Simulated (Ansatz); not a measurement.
Si$_{3}$N$_{4}$:
```
Si3N4
1.0
    7.60550     0.00000     0.00000
   -3.80275     6.58656     0.00000
    0.00000     0.00000     2.90564
Si N
6 8
Cartesian
 -1.38166   5.43117   2.17923
  5.18441   1.15539   0.72641
  2.21114   1.51903   0.72641
  1.59161   5.06753   2.17923
 -0.20995   2.67442   2.17923
  4.01270   3.91214   0.72641
  0.00000   4.39104   2.17923
  3.80275   2.19552   0.72641
  4.82111   4.41093   2.17923
 -1.01836   2.17563   0.72641
 -1.40943   6.38067   0.72641
  5.21218   0.20589   2.17923
  1.37497   1.96974   2.17923
  2.42778   4.61682   0.72641
```

Relaxed with r²SCAN. DFT-r²SCAN in the program Ansatz with PAW potentials gives a gap of 4.99 eV.

Task: What gap does HSE06 give on the same cell (Ansatz, PAW)?

Result: 5.77 eV, 0.78 eV more. The hybrid was solved on a coarser mesh and at special points; its gap is the smallest among all of these.

```
k  v1 r²SCAN  c1 r²SCAN  v1 HSE06  c1 HSE06
-  ---------  ---------  --------  --------
Γ      -0.21       4.99     -0.23      5.77
A      -1.37       5.33     -1.43      6.12
K      -0.30       5.34         …         …
H      -1.14       5.67         …         …
M      -0.27       5.25         …         …
L      -1.09       5.43         …         …
```

Task: Top valence (v1) and lowest conduction level (c1) in eV from each method's valence maximum (which need not be a listed point): supply the withheld HSE06 values.

Result: 
- H, v1 HSE06: -1.19
- H, c1 HSE06: 6.49
- L, v1 HSE06: -1.13
- L, c1 HSE06: 6.23
- K, v1 HSE06: -0.32
- K, c1 HSE06: 6.16
- M, v1 HSE06: -0.29
- M, c1 HSE06: 6.08

Cost on shared cores: the r²SCAN run (SCF on a 4×4×10 mesh, then bands and DOS) around 100 core-seconds (rough), the HSE06 run (SCF on 3×3×6, then a few points) around 2.7 core-minutes (rough); the tasks are unlike.

Space group P6_3/m. The r²SCAN relaxation kept the symmetry of its start; phonons on a q-mesh show no instability.

Potentials: the earlier of the program's two PAW sets.
